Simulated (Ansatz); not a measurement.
**CO$_{2}$: pressure against volume**

CO$_{2}$, I-42d, a = 3.918 Å, c = 5.937 Å. The compound is a gas at ambient conditions and forms a soft molecular solid only when cold or compressed. This isn't the usual stable structure of the compound. Ansatz: PBEsol, PAW, 420 eV, Γ-centred 8×8×8 mesh on 6 atoms, Gaussian smearing 0.02 eV; no spin polarisation. Shape and atoms are relaxed at each volume; pressure is positive in compression.

```
V (Å³/atom) P (GPa)
      7.139        ?
      7.367     4.60
      7.595    -0.01
      7.823    -4.05
      8.050    -7.57
```

**Question.** Take V0 = 7.595 Å³/atom, count pressures from its P0 = -0.01 GPa, fit the third-order Birch–Murnaghan form to the other rows, and predict the missing pressure.

**Answer.** With the Eulerian strain f = ½[(V0/V)^(2/3) − 1] and y = (P − P0)/[3f(1 + 2f)^(5/2)], the form is the line y = B0 + 1.5 B0 (B0′ − 4) f. Rows (f, y): 0.01026, 142.4; -0.00976, 144.9; -0.01902, 146.0. Means f = -0.006173, y = 144.43; Σ(Δf)² = 0.0004480, ΣΔfΔy = -0.05521; the slope is their ratio. y = 143.7 − 123.3 f GPa, so B0 = 143.7 GPa and B0′ = 4 + 2 × (-123.3)/(3 × 143.7) = 3.43. At V = 7.139, f = 0.02107, y = 141.10 and P = 9.88 GPa. The run gave 9.90 GPa, so the fit is 0.02 GPa too low, a small miss on the scale of the series. The form still works here, 33 % of the fitted range beyond its end.

Cost: 5 runs of about 2.9 core-minutes in all, on Intel Xeon Platinum 8259CL (Skylake/Cascade Lake) (shared hosts).